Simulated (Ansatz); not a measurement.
MoPd:
```xyz
2
Lattice="0.0000 2.5911 2.5911 2.5911 0.0000 2.5911 2.5911 2.5911 0.0000" Properties=species:S:1:pos:R:3 pbc="T T T"
Pd     0.0000     0.0000     0.0000
Mo     2.5911     2.5911     2.5911
```

Relaxed with r²SCAN.

Map the valence electron density (e/Å³), cut off at 6 on the plane through (0.000, 0.000, 0.000) spanned by u = [1, 0, 0] and v = [0, 1, -1] in lattice vectors, from the program Ansatz at the r²SCAN level (PAW).

x is the fraction of u, y of v (the angle between them is 90°; rows are the nearest grid lines); atoms in the plane: Pd at (0.00, 0.00), Mo at (0.50, 0.50).
```
y \ x   0.000  0.111  0.167  0.278  0.389  0.444  0.556  0.611  0.722  0.833  0.889   1.00
------  -----  -----  -----  -----  -----  -----  -----  -----  -----  -----  -----  -----
1.00     6.00   6.00   5.48  0.638  0.220  0.177  0.177  0.220  0.638   5.48   6.00   6.00
0.944    6.00   6.00   4.69  0.600  0.225  0.183  0.183  0.225  0.600   4.69   6.00   6.00
0.833    5.48   2.90   1.39  0.447  0.299  0.278  0.278  0.299  0.447   1.39   2.90   5.48
0.778    1.80   1.07  0.708  0.433  0.474  0.514  0.514  0.474  0.433  0.708   1.07   1.80
0.667   0.329  0.322  0.344  0.701   2.48   3.35   3.35   2.48  0.701  0.344  0.322  0.329
0.611   0.220  0.243  0.299   1.04   4.35   5.58   5.58   4.35   1.04  0.299  0.243  0.220
0.556   0.177  0.207  0.279   1.37   5.58   6.00   6.00   5.58   1.37  0.279  0.207  0.177
0.444   0.177  0.207  0.279   1.37   5.58   6.00   6.00   5.58   1.37  0.279  0.207  0.177
0.389   0.220  0.243  0.299   1.04   4.35   5.58   5.58   4.35   1.04  0.299  0.243  0.220
0.333   0.329  0.322  0.344  0.701   2.48   3.35   3.35   2.48  0.701  0.344  0.322  0.329
0.222    1.80   1.07  0.708  0.433  0.474  0.514  0.514  0.474  0.433  0.708   1.07   1.80
0.167    5.48   2.90   1.39  0.447  0.299  0.278  0.278  0.299  0.447   1.39   2.90   5.48
0.0556   6.00   6.00   4.69  0.600  0.225  0.183  0.183  0.225  0.600   4.69   6.00   6.00
0.000    6.00   6.00   5.48  0.638  0.220  0.177  0.177  0.220  0.638   5.48   6.00   6.00
```

The density is the valence pseudo-density with augmentation charge, so density and ELF within about 1 Å of a nucleus are not all-electron values.

Space group Fm-3m (rock salt). The start of the workflow was typed in or built on a structure type; neither database checked (COD, Materials Project) lists it. Whether it is the stable phase at ambient conditions was not checked. Symmetry was held in the r²SCAN relaxation. At this level the phase is mechanically unstable. No spin polarisation was allowed. The volume moved by 15 % from the start of the relaxation. Its formation energy is positive at this level, so the cell may be metastable or incomplete.

Potentials: the later of the program's two PAW sets.
